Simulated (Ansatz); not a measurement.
TaTe:
```
TaTe
1.0
    4.82857     0.00000     0.00000
    0.00000     3.41519     0.00000
    0.00000     0.00000     4.85716
Ta Te
2 2
Direct
  0.25000   0.00000   0.76288
  0.75000   0.00000   0.23712
  0.25000   0.50000   0.25341
  0.75000   0.50000   0.74659
```

Relaxed with PBE. Special points in fractions of this cell's reciprocal vectors: Γ (0.000, 0.000, 0.000); X (0.500, 0.000, 0.000); S (0.500, 0.500, 0.000); Y (0.000, 0.500, 0.000); Z (0.000, 0.000, 0.500); U (0.500, 0.000, 0.500); R (0.500, 0.500, 0.500); T (0.000, 0.500, 0.500).

Problem. List the band energies nearest the Fermi level at these points for the program Ansatz at the PBE level (PAW).

Solution. In eV from the Fermi level; about four levels below and three above (degenerate sets whole), none deeper than 8.9 eV; points with the same levels are listed once.

```
k                          below                above
-  -----------------------------  -------------------
Γ        -1.50 -1.46 -0.28 -0.26       0.39 1.38 1.38
X        -2.19 -2.19 -1.59 -1.59  0.48 0.48 1.13 1.13
S        -1.22 -1.22 -0.77 -0.77  0.40 0.40 3.05 3.05
Y  -6.71 -6.71 -3.02 -2.95 -2.00       1.23 1.50 1.52
Z        -2.20 -2.10 -1.65 -1.59       0.31 0.60 0.78
U        -2.96 -2.96 -2.01 -2.01  1.57 1.57 2.61 2.61
R        -0.32 -0.32 -0.29 -0.29  0.44 0.44 1.43 1.43
T        -1.27 -1.00 -0.86 -0.83       0.10 0.60 2.99
```

Space group Pmma. The start of the workflow was typed in or built on a structure type; neither database checked (COD, Materials Project) lists it. Whether it is the stable phase at ambient conditions was not checked. The cell keeps a stress of up to 0.2 GPa. The PBE relaxation kept the symmetry of its start; its stability against distortions is not shown here. No spin polarisation was allowed. Its formation energy is positive at this level, so the cell may be metastable or incomplete. Scalar-relativistic: spin–orbit coupling is off unless named, which matters more the heavier the elements.

Potentials: the later of the program's two PAW sets.
